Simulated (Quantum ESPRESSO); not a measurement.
## One change at a time to Ag3CuGaRh3

These are calculations, not measurements. They come from Quantum ESPRESSO 7.5, a public plane-wave density functional program. Each row is one single-point run on a made-up periodic cell of eight metal atoms, with elements, volume, strain and displacements drawn at random and not relaxed, so a cell may be unstable or far from any real phase. There is no spin polarisation or spin-orbit coupling.

Settings: PBE unless stated; PseudoDojo standard norm-conserving files; Fermi-Dirac width 0.25 eV, which means electrons at about 2900 K; cutoff 1252 eV; 5 x 5 x 5 k mesh shifted half a step off Gamma. E is the free energy of the whole cell (internal energy minus TS), so a -TS column is already part of it. Stress is positive in tension, and the pressure P is minus a third of its trace.

Checks: one run of this series was repeated at a higher cutoff and on a denser mesh, which moved values by no more than 0.002 eV, 0.02 GPa and 0.003 eV/Å, and a second program with other atomic files agreed on it to 2 % rms in force and 0.5 GPa in pressure. Known limits: the copper pseudopotential is less sure than most, with forces differing by about three percent and pressure by about two GPa from a second method on plain copper; the tin pseudopotential is less sure than most, with forces differing by about three percent from a second method on plain tin; a spin test at this wide smearing found no moment, but such smearing suppresses magnetism that the real alloy may have.

The lattice is hexagonal close-packed, and the cell vectors in Å are (0.000, 0.000, 4.648); (5.796, 0.000, 0.000); (-2.898, 5.019, 0.000), a volume of 135.20 Å³ in run 1. The elements on sites 1 to 8 are Ga Ag Rh Rh Cu Ag Rh Ag. Each later run makes one change to run 1 and keeps the rest. E is counted from run 1, and is n/a where other atomic files have another zero of energy.

```
run,change,V (Å³),P (GPa),-TS (eV),rms force (eV/Å),largest change of a force component (eV/Å),E (eV)
1,none,135.20,-9.48,-1.571,0.362,0.000,0.000
2,sites 7 and 8 exchanged,135.20,-9.94,-1.468,0.269,0.809,-0.326
3,all lengths scaled by -0.66 %,132.54,-7.71,-1.541,0.385,0.065,-0.143
4,PBEsol in place of PBE,135.20,-16.04,-1.577,0.343,0.075,n/a
5,Sn on site 1,135.20,-4.56,-1.489,0.409,0.380,n/a
6,site 5 moved by -0.09 Å along y,135.20,-9.55,-1.572,0.358,0.201,?
```

## Worked estimate

Along the move dE = -F dx. The force on site 5 along y is 0.045 eV/Å in run 1 and 0.246 eV/Å in run 6, and the move is -0.09 Å, so the mean force times the move gives an estimate.

## Withheld value

Question: what E should run 6 give?

The estimate is 0.013 eV. The calculation gave 0.013 eV.
